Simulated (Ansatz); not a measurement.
Here is the system:

NaCl (rock salt)

```yaml
crystal:
  lattice:
    - [0.00000, 2.84776, 2.84776]
    - [2.84776, 0.00000, 2.84776]
    - [2.84776, 2.84776, 0.00000]
  atoms:
    - { symbol: Cl, position: [0.00000, 0.00000, 0.00000] }
    - { symbol: Na, position: [0.50000, 0.50000, 0.50000] }
```

E(V) scan at fixed shape, V₀ the volume above. Symmetry pins the atoms to their sites.

Level of theory: PBE (plane waves to 420 eV, PAW, scalar-relativistic; Ansatz, a quantum-chemistry and plane-wave program). k mesh 10×10×10 (Γ-centred), Fermi-Dirac smearing 0.05 eV. The energy includes the smearing's −TS. Stress and pressure are positive under compression. NaCl was relaxed with its symmetry unable to fall. The zero of ΔE is the relaxed starting cell.

The scan covers V/V₀ from 0.840 to 1.160 in 13 points.

Problem. What is ΔE at V/V₀ = 0.840?

Solution. 60.6 meV/atom.

Problem. What pressure does the cell carry at V/V₀ = 0.840?

Solution. 6.18 GPa.

Problem. What is ΔE at V/V₀ = 1.160?

Solution. 33.0 meV/atom.

(Under strain, the slope of the energy per volume gives the stress and its curvature an elastic modulus.)
